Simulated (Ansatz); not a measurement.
Sn4Pd (space group Ccce)

```xyz
10
Lattice="3.1903 -5.6683 0.0000 3.1903 5.6683 0.0000 0.0000 0.0000 6.3350" Properties=species:S:1:pos:R:3 pbc="T T T"
Sn     2.1159     1.4302     2.0974
Sn     4.2647    -1.4302     2.0974
Sn     2.1159    -1.4302     4.2376
Sn     4.2647     1.4302     4.2376
Sn     1.0744    -1.4302     1.0701
Sn     5.3061     1.4302     1.0701
Sn     1.0744     1.4302     5.2649
Sn     5.3061    -1.4302     5.2649
Pd     3.1903     0.0000     0.0000
Pd     0.0000     0.0000     3.1675
```

The atoms are displaced by Q × the pattern below (from a DFPT mode at Γ, largest move 1; Q in Å), at fixed cell.

```json
[
 {"atom": "Sn1", "x": "0.122", "y": "0.775", "z": "0.363"},
 {"atom": "Sn2", "x": "0.122", "y": "0.775", "z": "-0.363"},
 {"atom": "Sn3", "x": "0.122", "y": "-0.775", "z": "-0.363"},
 {"atom": "Sn4", "x": "0.122", "y": "-0.775", "z": "0.363"},
 {"atom": "Sn5", "x": "-0.122", "y": "-0.775", "z": "-0.363"},
 {"atom": "Sn6", "x": "-0.122", "y": "-0.775", "z": "0.363"},
 {"atom": "Sn7", "x": "-0.122", "y": "0.775", "z": "0.363"},
 {"atom": "Sn8", "x": "-0.122", "y": "0.775", "z": "-0.363"},
 {"atom": "Pd9", "x": "-1.000", "y": "0.000", "z": "0.000"},
 {"atom": "Pd10", "x": "1.000", "y": "0.000", "z": "0.000"}
]
```

These are LDA (plane waves to 420 eV, PAW, scalar-relativistic; Ansatz, a quantum-chemistry and plane-wave program) values and carry that method's errors. k mesh 9×9×8 (Γ-centred), Fermi-Dirac smearing 0.05 eV. With partly filled bands, energies and forces of such displacements shift with the k mesh and the smearing. Sn4Pd is run without spin polarisation. Sn4Pd was relaxed with its symmetry unable to fall. 

```csv
Q (Å),−dE/dQ from forces (eV/Å)
-0.100,2.703
-0.083,2.248
-0.067,1.795
-0.050,1.345
-0.033,0.895
-0.017,0.448
0.000,0.000
0.017,-0.448
0.033,-0.895
0.050,-1.345
0.067,-1.795
0.083,-2.248
0.100,-2.703
```

Q: What harmonic wavenumber does the curvature at Q = 0 give?

A: 89 cm⁻¹. E″ = 26.85 eV/Å², M = Σ mᵢ|uᵢ|² = 922.1 u, ν̃ = 521.5·√(|E″|/M).

(For displaced atoms, the force is minus the slope of the energy, and its curvature is a force constant, which sets phonon frequencies.)
